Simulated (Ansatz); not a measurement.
This cell of AgCl (rock salt) is off equilibrium:

```
CELL_PARAMETERS angstrom
      0.00000     5.61150     5.61150
      2.80575     0.00000     2.80575
      2.80575     2.80575     0.00000
ATOMIC_POSITIONS crystal
  Cl 0.93763 0.00000 0.12474
  Cl 0.50000 0.00000 0.00000
  Ag 0.25000 0.50000 0.50000
  Ag 0.75000 0.50000 0.50000
```

All values below come from PBE (plane waves to 420 eV, PAW, scalar-relativistic; Ansatz, an electronic-structure program). k mesh 4×8×8 (Γ-centred), Fermi-Dirac smearing 0.05 eV. Energies are smeared free energies. Compression counts positive. AgCl was relaxed with its symmetry unable to fall.

**Question.** What forces act on the atoms (eV/Å, Cartesian)?

**Answer.** 
```
atom      Fx      Fy      Fz
----  ------  ------  ------
Cl1   -0.812   0.439   0.812
Cl2    0.393  -0.463  -0.393
Ag3    0.003  -0.026  -0.003
Ag4    0.416   0.049  -0.416
```

**Question.** Give the stress tensor in GPa and the pressure.

**Answer.** 
```
    3.1      0.2      0.7
    0.2     -0.1     -0.2
    0.7     -0.2      3.1
```
The pressure, a third of the trace, is 2.0 GPa.

**Question.** In it atom 1 sits (0.350, 0.000, -0.350) Å away from its relaxed site. What is its energy relative to the relaxed cell?

**Answer.** 254 meV/cell.

(A displaced cell: forces are minus the slopes of the energy, force constants its curvatures, and phonons follow from these.)
